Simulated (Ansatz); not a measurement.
The start is a generated cell, Li placed in the fcc structure type. The structure is fully relaxed (lattice and positions, P = 0) with r2SCAN (plane waves to 500 eV, PAW, scalar-relativistic; Ansatz, a first-principles code). The first steps use a coarse 13×13×13 k-mesh.

Initial structure:
```yaml
crystal:
  lattice:
    - [0.00000, 2.19856, 2.19856]
    - [2.19856, 0.00000, 2.19856]
    - [2.19856, 2.19856, 0.00000]
  atoms:
    - { symbol: Li, position: [0.00000, 0.00000, 0.00000] }
```

Q: By how much does the energy per atom fall from start to end?

A: Under 0.01 eV/atom.

Q: How do the shortest distances between atoms change?

A: The closest pairs of elements (up to four, under 3.6 Å), start → end: Li–Li 3.11 → 3.09 Å.

Q: What band gap does the relaxed structure have at this level?

A: No gap (metallic).

Q: What does it relax into? Give the structure.

A: 
```cif
data_Li4
_chemical_formula_sum 'Li4'
_space_group_name_H-M_alt 'Fm-3m'
_space_group_IT_number 225
_space_group_name_Hall '-F 4 2 3'
_cell_length_a 4.37573
_cell_length_b 4.37573
_cell_length_c 4.37573
_cell_angle_alpha 90.000
_cell_angle_beta 90.000
_cell_angle_gamma 90.000
loop_
_atom_site_label
_atom_site_type_symbol
_atom_site_symmetry_multiplicity
_atom_site_Wyckoff_symbol
_atom_site_fract_x
_atom_site_fract_y
_atom_site_fract_z
_atom_site_occupancy
Li1 Li 4 a 0.00000 0.00000 0.00000 1
```
(The calculation used a cell of 1 atom; values per cell refer to that cell.)

The space group stays Fm-3m (No. 225) (the run could not lower it); the end is fcc (Cu type), with 1 atom in the primitive cell. Final values are on a 18×18×18 k-mesh of the relaxed cell. No spin polarisation in the result.

The run could not lose the symmetry of its start.

The relaxed structure has the type that Li is known to take under pressure; here it was relaxed at zero pressure, from a generated start.
